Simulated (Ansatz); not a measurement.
Consider the following.

LaInNi:
```cif
data_In3La3Ni3
_chemical_formula_sum 'La3 In3 Ni3'
_space_group_name_H-M_alt 'P 1'
_space_group_IT_number 1
_cell_length_a 7.62205
_cell_length_b 7.62205
_cell_length_c 4.00006
_cell_angle_alpha 90.000
_cell_angle_beta 90.000
_cell_angle_gamma 120.000
loop_
_space_group_symop_operation_xyz
  'x, y, z'
loop_
_atom_site_label
_atom_site_type_symbol
_atom_site_fract_x
_atom_site_fract_y
_atom_site_fract_z
_atom_site_occupancy
La1 La 0.00000 0.41824 0.50000 1
La2 La 0.41824 0.00000 0.50000 1
La3 La 0.58176 0.58176 0.50000 1
In1 In 0.00000 0.75899 0.00000 1
In2 In 0.75899 0.00000 0.00000 1
In3 In 0.24101 0.24101 0.00000 1
Ni1 Ni 0.33333 0.66667 0.00000 1
Ni2 Ni 0.66667 0.33333 0.00000 1
Ni3 Ni 0.00000 0.00000 0.50000 1
```

This is the r²SCAN-relaxed structure.

Question: All from plane-wave PAW r²SCAN (Ansatz code), unless another level is named. Predict the formation energy from the elements (no fitted shifts).

Answer: -0.50 eV/atom.

Question: Predict the density of states at the Fermi level.

Answer: 0.95 states/eV per atom (mean over ±0.08 eV).

Space group P-62m. The workflow started from a Materials Project entry (that database holds measured and hypothetical structures alike); the Crystallography Open Database copy checked does not list it. Its standing as an ambient phase is unchecked. The cell was relaxed with r²SCAN under the symmetry of its start; its stability against distortions is not shown here. The run is not spin-polarised. The references are the lowest solids computed at this level, not always the standard phases. Scalar-relativistic: spin–orbit coupling is off unless named, which matters more the heavier the elements.

Potentials: the later of the program's two PAW sets.
